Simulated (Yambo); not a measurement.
A G0W0@PBE run in Yambo for CdSe (wurtzite, space group P6_3mc, No. 186) (3×3×2 Γ-centred k mesh, bands 27 to 399 and a 12 Ry block in the screening, 399 bands in G with the Bruneval-Gonze terminator, plasmon pole fitted at 27.2 eV) gives these matrix elements, in eV, at the band edges (Γ → Γ):

```csv
state,E0,<Vxc>,<Σx>,<Σc(E0)>,Z
valence edge,0.000,-15.982,-18.642,1.845,0.789
conduction edge,0.667,-11.761,-8.043,-3.652,0.810
```

Q: Solve the linearised quasiparticle equation for both states, give the gap, and say how exchange and correlation each act on it.

A: E = E0 + Z(Σx + Σc − Vxc). Valence: 0.000 + 0.789 × (-18.642 + (1.845) − (-15.982)) = -0.64 eV. Conduction: 0.667 + 0.810 × (-8.043 + (-3.652) − (-11.761)) = 0.72 eV. The gap is 1.36 eV, against 0.67 eV in PBE. Replacing Vxc by bare exchange alone would open it by 6.38 eV; correlation takes back 5.50 eV of that, and Z scales what is left. Nearest settings tried, and what they do to the gap: 220 bands in G: +2 meV; 220 bands in W, 220 bands in G: -14 meV; 7 Ry block (251 vectors against 573): -55 meV. Not varied: mesh. So the settings aren't converged at that level. The k mesh is coarse. Spin-orbit splittings are left out.

Geometry relaxed with PBEsol; primitive cell a = b = 4.304 Å, c = 7.019 Å, α = β = 90.00°, γ = 120.00°.

The potentials are those of PseudoDojo's stringent table.
